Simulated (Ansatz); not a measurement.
Method: Ansatz, DFT PBE, scalar-relativistic, plane waves, PAW. All cells share a 420 eV cutoff and Γ-centred k meshes spaced at most about 0.3 Å⁻¹ (about 0.25 or finer for metals, 2π included). No spin polarisation in the final relaxations.

Temperature and zero-point effects are left out. All come from trial cells, and lower structures may exist.

Question: These unrelaxed guesses for MgCd2SO2 are each relaxed within their symmetry. Order them by the energy at which they end, lowest first.
A.

```xyz
6
Lattice="4.2088 0.0000 0.0000 0.0000 4.2088 0.0000 0.0000 0.0000 5.4158" Properties=species:S:1:pos:R:3 pbc="T T T"
Mg    0.0000    0.0000    2.7079
Cd    2.1044    2.1044    3.9123
Cd    2.1044    2.1044    1.5036
S     0.0000    0.0000    0.0000
O     2.1044    0.0000    0.0000
O     0.0000    2.1044    0.0000
```

B.

```xyz
6
Lattice="4.2382 0.0000 0.0000 -2.1191 3.6704 0.0000 0.0000 0.0000 6.7044" Properties=species:S:1:pos:R:3 pbc="T T T"
Mg    0.0000    0.0000    0.0000
Cd    0.0000    2.4469    5.0026
Cd    2.1191    1.2235    1.7018
S     0.0000    0.0000    3.3522
O     0.0000    0.0000    4.7795
O     0.0000    0.0000    1.9249
```

C.

```xyz
6
Lattice="-2.8339 2.8339 3.6877 2.8339 -2.8339 3.6877 2.8339 2.8339 -3.6877" Properties=species:S:1:pos:R:3 pbc="T T T"
Mg    0.0000    0.0000    3.6877
Cd    0.0000    2.8339    1.8439
Cd    2.8339    0.0000    1.8439
S     0.0000    0.0000    0.0000
O     0.0000    0.0000    1.4463
O     0.0000    0.0000    5.9291
```

D.

```xyz
6
Lattice="3.7331 0.0000 0.0000 0.0000 4.1421 0.0000 0.0000 0.0000 7.1279" Properties=species:S:1:pos:R:3 pbc="T T T"
Mg    1.8666    2.0710    3.5640
Cd    0.0000    0.0000    5.3249
Cd    0.0000    0.0000    1.8030
S     1.8666    2.0710    0.0000
O     1.8666    0.0000    3.5640
O     0.0000    2.0710    0.0000
```

Answer: C (ends in I4/mmm, 0 meV/atom), B (ends in P-3m1, 227 meV/atom), D (ends in Pmmm, 0.49 eV/atom), A (ends in P4/mmm, 0.94 eV/atom).

A magnetic state wasn't ruled out in cells without spin, among them I4/mmm. Cells relaxed within their symmetry can be saddle points. Some structure types and database cells were kept out of the candidates from the start, so a known form may be missing.
